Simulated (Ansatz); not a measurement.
The start is a relaxed W cell, doubled along one cell vector, shaken by Gaussian noise of σ = 0.08 Å a coordinate. Cell shape, volume and atoms are optimised at zero target pressure with r2SCAN (plane waves to 500 eV, PAW, scalar-relativistic; Ansatz, a quantum-chemistry and plane-wave program). The first steps use a coarse 7×14×14 k-mesh.

Initial structure:
```
CELL_PARAMETERS angstrom
     -3.16984     3.16984     3.16984
      1.58492    -1.58492     1.58492
      1.58492     1.58492    -1.58492
ATOMIC_POSITIONS crystal
  W  0.01134 0.00896 0.04054
  W  0.50501 0.99270 0.97689
```

Task: What is the largest force in the starting geometry, and on which atom (counted from 1)?

Result: 1.13 eV/Å, on W1, W2 (atoms numbered as listed).

Task: How much energy is released per atom?

Result: 0.04 eV/atom.

Task: Does it find its way back to the structure it was made from?

Result: It returns to the parent structure, Im-3m (No. 229).

Task: How do the shortest distances between atoms change?

Result: The closest pairs of elements (up to four, under 3.6 Å), start → end: W–W 2.66 → 2.75 Å.

Task: Is the relaxed structure metallic? Give its gap.

Result: Zero (metallic).

Final values are on a 21×21×21 k-mesh of the relaxed cell. No spin polarisation in the result.

The run could not lose the symmetry of its start.
